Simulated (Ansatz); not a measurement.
Relaxed candidate structures of Ga$_{2}$Pt:

A. Fd-3m, origin choice 1 (No. 227), cF24, cubic Laves (MgCu2 type); a = 7.193 Å, b = 7.193 Å, c = 7.193 Å, α = 90.00°, β = 90.00°, γ = 90.00°; Ga 16c (0.125, 0.125, 0.125); Pt 8b (0.500, 0.500, 0.500)

B. Fm-3m (No. 225), cF12; a = 5.9209 Å, b = 5.9209 Å, c = 5.9209 Å, α = 90.00°, β = 90.00°, γ = 90.00°; Ga 8c (0.250, 0.250, 0.250); Pt 4a (0.000, 0.000, 0.000)

Task: Order them by energy per atom (lowest first) at the level PBEsol (plane waves to 420 eV, PAW, scalar-relativistic; Ansatz, a first-principles code).

Result: B (reference, the lowest among the structures calculated here), A (+0.71 eV/atom)

Each run could gain symmetry but not lose that of its start, so entries can be saddle points. From databases, or of a type measured for this composition: Fm-3m, cF12; the others are generated cells (placed on structure types, drawn at random, substituted or restacked) that were not matched to a known phase here. Energies are at zero temperature and pressure, without zero-point motion. No spin polarisation in the result.
